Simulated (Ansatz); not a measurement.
This run works on a generated trial structure, not on a known crystal.

Input and command of a plane-wave DFT calculation in Ansatz:

```yaml
crystal:
  lattice:
    - [3.8964538595, 0.0, 0.0]
    - [0.0, 3.8964538595, 0.0]
    - [0.0, 0.0, 5.8273974256]
  atoms:
    - { symbol: Ir, position: [0.0, 0.5, 0.2147666738] }
    - { symbol: Ir, position: [0.5, 0.0, 0.7852333262] }
    - { symbol: Ir, position: [0.0, 0.5, 0.7852333262] }
    - { symbol: Ir, position: [0.5, 0.0, 0.2147666738] }
    - { symbol: W, position: [0.0, 0.0, 0.5] }
basis:
  ecutwfc: 420
kpoints:
  mp_grid: { grid: [8, 8, 6] }
hamiltonian:
  xc: pbe
scf:
  occupations: { method: gaussian, width: 0.1 }
output:
  forces: true
  stress: true
  eigenvalues: true
relax:
  adjacent_minimum: "off"
  f_tol: 0.01
  max_steps: 80
  cell: { stress_tol: 0.05 }
```

```bash
ansatz run input.yaml --threads 1 --pin off --max-ram 2560MiB --backend cpu --events-out ev --progress --plain --runs-dir out
```

Processor: Intel(R) Xeon(R) Platinum 8375C CPU @ 2.90GHz (Ice Lake), 1 thread, on a host shared with other jobs.

**Question.** Estimate time, memory and problem size.

**Answer.** About 61 s, peak memory 0.52 GiB. It solves 50 bands at 60 k points (after reduction by symmetry) with about 1739 plane waves (on the last cell), in 42 SCF iterations over 6 ionic steps.
